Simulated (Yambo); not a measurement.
Yambo run on CdO2H2 (space group P-3m1, No. 164). The wavefunctions are PBEsol (Quantum ESPRESSO, PseudoDojo norm-conserving, 102 Ry, with spin-orbit coupling) ones on a 3×3×2 mesh (34 occupied bands); a = 3.543 Å, b = 3.543 Å, c = 4.585 Å, α = 90.00°, β = 90.00°, γ = 120.00°.

Yambo input:

```
rim_cut
gw0
dyson
el_el_corr
HF_and_locXC
mpa
em1d
RandQpts= 1000000
RandGvec= 1 Ry
EXXRLvcs= 102 Ry
VXCRLvcs= 408 Ry
Chimod= "HARTREE"
% BndsRnXm
 9 | 158 |
%
NGsBlkXm= 7 Ry
% LongDrXm
 1.0 | 1.0 | 1.0 |
%
EnSampXm= "2l"
EnGridXm= "lP"
% EnRngeXm
 0.0 | 40.0 | eV
%
% ImRngeXm
 2.72114 | 27.21138 | eV
%
% DmRngeXm
 0.02721 | 2.72114 | eV
%
ETStpsXm= 8
IntSolXm= "PT"
% GbndRnge
 1 | 158 |
%
GTermKind= "none"
DysSolver= "n"
ExtendOut
% QPkrange
 1 | 1 | 34 | 35 |
 2 | 2 | 34 | 34 |
%
```

k points by index: 1 = Γ, 2 = A.

Table of the .qp output:

```
#    K-point    Band    Eo [eV]    E [eV]    E-Eo [eV]    Vxc [eV]    Vnlxc [eV]    Sc|Eo [eV]    Sc|E [eV]    dSc/dw|Eo [eV]    Re(Z)    Im(Z)
#
    1    34    -0.291696    -1.085023    -0.793328    -21.28237    -27.03532    4.699871    4.959622    -8.902729    0.753463    -0.003923
    1    35    1.649172    2.496965    0.847794    -12.23988    -8.003907    -3.197930    -3.388176    -6.103198    0.816778    -0.004333
    2    34    0.000000    -0.732402    -0.732402    -21.65344    -27.31706    4.693232    4.931222    -8.835265    0.754875    -0.003745
```
(The two width columns are left out.) Convergence of these settings isn't established.

Geometry relaxed with PBE+D3(BJ).

The structure is a Materials Project entry; no match was found in the copy of COD used, and its stability was not checked.
